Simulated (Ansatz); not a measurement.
## AlPd, first-principles data

AlPd:
```cif
data_AlPd
_chemical_formula_sum 'Pd1 Al1'
_space_group_name_H-M_alt 'P 1'
_space_group_IT_number 1
_cell_length_a 3.59882
_cell_length_b 3.59882
_cell_length_c 3.59882
_cell_angle_alpha 60.000
_cell_angle_beta 60.000
_cell_angle_gamma 60.000
loop_
_space_group_symop_operation_xyz
  'x, y, z'
loop_
_atom_site_label
_atom_site_type_symbol
_atom_site_fract_x
_atom_site_fract_y
_atom_site_fract_z
_atom_site_occupancy
Pd1 Pd 0.00000 0.00000 0.00000 1
Al1 Al 0.50000 0.50000 0.50000 1
```

Space group Fm-3m (No. 225), rock salt; conventional cell a = b = c = 5.0895 Å, α = β = γ = 90.00°.

Method: the program Ansatz at the r²SCAN level (PAW). The cell and atoms are relaxed at this level. Other levels are named where they apply.

**Cell and energy**

- Volume per atom = 16.48 Å³
- Density = 6.72 g/cm³
- Formation energy from the elements (no fitted shifts) = -0.38 eV/atom

**Electronic structure**

Electronic character: metallic (no gap)
Density of states at the Fermi level: 0.29 states/eV per atom (mean over ±0.08 eV)
Gap with spin–orbit coupling: none (metallic)

**Mechanics**

- Bulk modulus (Birch–Murnaghan fit): 118 GPa
- Pressure derivative B′: 4.7
- Elastic constants (relaxed ions, GPa): C11 = 220, C12 = 67.6, C44 = -16.4
- Mechanical stability: unstable (C has a negative eigenvalue)

**Charges**

- Bader charges: Pd -1.68, Al +1.68 e

The start of the workflow was typed in or built on a structure type; neither database checked (COD, Materials Project) lists it. Its standing as an ambient phase is unchecked. The r²SCAN relaxation kept the symmetry of its start. The run is not spin-polarised. As this level gives no gap, shear constants depend on the k-mesh and smearing (Fermi–Dirac, 0.1 eV here). The references are the lowest solids computed at this level, not always the standard phases. Scalar-relativistic: spin–orbit coupling is off unless named, which matters more the heavier the elements.

Potentials: the earlier of the program's two PAW sets.
